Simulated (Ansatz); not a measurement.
Ta$_{3}$Ru: pressure against volume

Ta$_{3}$Ru, Cmmm, a = 3.269 Å, b = 4.636 Å, c = 8.746 Å. The structure is a Materials Project entry; whether it is the stable form wasn't checked. Ansatz: PBEsol, PAW, 420 eV, Γ-centred 16×16×6 mesh on 4 atoms, Gaussian smearing 0.10 eV; no spin polarisation. Shape and atoms are relaxed at each volume; pressure is positive in compression.

| V (Å³/atom) | P (GPa) |
| --- | --- |
| 14.581 | ? |
| 15.078 | 26.41 |
| 15.575 | 16.21 |
| 16.072 | 7.47 |
| 16.569 | 0.00 |
| 17.067 | -6.41 |
| 17.564 | -11.88 |
| 18.226 | -17.98 |

Problem. Take V0 = 16.569 Å³/atom, fit the third-order Birch–Murnaghan form to the other rows, and predict the missing pressure.

Solution. With the Eulerian strain f = ½[(V0/V)^(2/3) − 1] and y = P/[3f(1 + 2f)^(5/2)], the form is the line y = B0 + 1.5 B0 (B0′ − 4) f. Rows (f, y): 0.03244, 231.9; 0.02105, 231.5; 0.01026, 230.7; -0.00977, 229.8; -0.01907, 228.9; -0.03078, 228.2. Means f = 0.0006883, y = 230.17; Σ(Δf)² = 0.003004, ΣΔfΔy = 0.1780; the slope is their ratio. y = 230.1 + 59.26 f GPa, so B0 = 230.1 GPa and B0′ = 4 + 2 × (59.26)/(3 × 230.1) = 4.17. At V = 14.581, f = 0.04447, y = 232.74 and P = 38.42 GPa. The run gave 38.33 GPa, so the fit is 0.09 GPa too high, a small miss on the scale of the series.

Spin–orbit coupling is left out, which can shift energies with elements as heavy as these.